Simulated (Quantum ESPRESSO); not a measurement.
Al2ZnSiN4 (made-up cell) (calculated)

Computed with Quantum ESPRESSO 7.5. Calculation on a made-up crystal cell, not a measurement: periodic Kohn-Sham density functional theory in plane waves with PseudoDojo standard norm-conserving scalar-relativistic pseudopotentials, each functional with its own files (v0.5 for PBE, v0.4.1 for LDA and PBEsol), no spin polarisation, no spin-orbit coupling, atoms not relaxed, stress positive in tension, energies less a fixed whole-eV offset for each atom's element; levels are Kohn-Sham levels at fractions of this cell's reciprocal vectors, counted from the reference band (half the neutral cell's valence electrons, rounded up) at Gamma; error bars cover cutoff and k-mesh only, not smearing or the files; added strain carries the atoms with the cell, and shear is the tensor component; each bar is the largest change over components, and at least 0.002 eV, 0.002 eV per angstrom or 0.02 GPa; energies are for the whole cell, and the offsets were chosen from early runs and are not element reference energies.

```cif
# cell vector a (Å): 3.1825 0.0000 0.0000
# cell vector b (Å): 0.0000 5.5123 0.0000
# cell vector c (Å): 0.0000 0.0000 5.1971
data_Al2ZnSiN4
_symmetry_space_group_name_H-M 'P 1'
_symmetry_Int_Tables_number 1
_cell_length_a 3.1825
_cell_length_b 5.5123
_cell_length_c 5.1971
_cell_angle_alpha 90.000
_cell_angle_beta 90.000
_cell_angle_gamma 90.000
_cell_volume 91.17
loop_
_atom_site_label
_atom_site_type_symbol
_atom_site_fract_x
_atom_site_fract_y
_atom_site_fract_z
_atom_site_occupancy
Si1 Si 0.97304 0.01482 0.02580 1
Al1 Al 0.49895 0.51031 0.98482 1
Zn1 Zn 0.46338 0.14502 0.48731 1
Al2 Al 0.00009 0.66203 0.49932 1
N1 N 0.98174 0.98721 0.39014 1
N2 N 0.52214 0.48717 0.36055 1
N3 N 0.48984 0.17011 0.88596 1
N4 N 0.97436 0.64681 0.87202 1
_calc_lattice_type 'wurtzite'
_calc_functional 'pbe'
_calc_cutoff 1143  # eV
_calc_fermi_dirac_smearing 0.025  # eV
_calc_scf_tolerance 1e-07  # eV
_calc_electrons_removed 0
_calc_added_strain_kind 'shear xy'
_calc_added_strain 0.0186
_calc_k_mesh '6 x 4 x 4, shifted by half a step'
_calc_structure_shown 'before the added strain of 0.0186'
_calc_pressure ?
```

Atoms:
| atoms element | atom site | atom energy offset (eV) |
| --- | --- | --- |
| Si | 1 | -115 |
| Al | 2 | -64 |
| Zn | 3 | -5687 |
| Al | 4 | -64 |
| N | 5 | -283 |
| N | 6 | -283 |
| N | 7 | -283 |
| N | 8 | -283 |

Q: Al2ZnSiN4 (made-up cell): pressure?
A: -8.7 GPa

Further results for Al2ZnSiN4 (made-up cell):

* free energy less offsets: -2.646 eV
* smearing term minus ts: 0 eV
* scf iterations: 13
* stress xx: 4.823 GPa
* stress yy: 6.632 GPa
* stress zz: 14.64 GPa
* stress yz: -0.2136 GPa
* stress xz: 0.2154 GPa
* stress xy: 1.059 GPa
* error bar energy: 0.002 eV
* error bar stress: 0.02883 GPa
* error bar force: 0.002 eV/Å
* error bars from: tighter rerun of a related cell

Forces:
| site | x (eV/Å) | y (eV/Å) | z (eV/Å) |
| --- | --- | --- | --- |
| 1 | 0.2355 | -0.9347 | 0.5912 |
| 2 | -1.005 | -0.9469 | 2.214 |
| 3 | 0.4878 | 1.757 | 0.6464 |
| 4 | 0.08135 | -1.66 | -1.532 |
| 5 | -0.2421 | -1.454 | -3.99 |
| 6 | -0.5428 | 2.105 | 0.4065 |
| 7 | -0.3087 | -1.954 | 1.899 |
| 8 | 1.294 | 3.087 | -0.2358 |
